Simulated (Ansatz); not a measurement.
Consider the following.

CuCl:
Space group P3₁21 (No. 152); a = 3.9811 Å, b = 3.9811 Å, c = 8.9671 Å, α = 90.00°, β = 90.00°, γ = 120.00°

```csv
atom,site,symmetry,x,y,z
Cu,3a,.2.,0.7799,0.7799,0.0000
Cl,3b,.2.,0.4372,0.4372,0.5000
```

This is the PBEsol-relaxed structure.

All from DFT-PBEsol in the program Ansatz with PAW potentials, unless another level is named. Estimate the smallest direct gap on the standard path.

2.32 eV.

And the band gap?

2.06 eV (indirect).

Next, the electron effective mass?

0.53, 0.88, 0.88 mₑ (principal values).

Give the valence-band maximum.

at H.

And the weight of the conduction-edge state by species (Voronoi cells)?

Cu 65 %, Cl 35 %.

Space group P3_121. The start of the workflow was typed in or built on a structure type; neither database checked (COD, Materials Project) lists it. It is not the phase usual at ambient conditions (space group No. 216). Symmetry was held in the PBEsol relaxation; of distortions, only those at the zone centre were tested, and some modes there are weakly imaginary. The workflow began spin-polarised and lost its moments.

Potentials: the later of the program's two PAW sets.
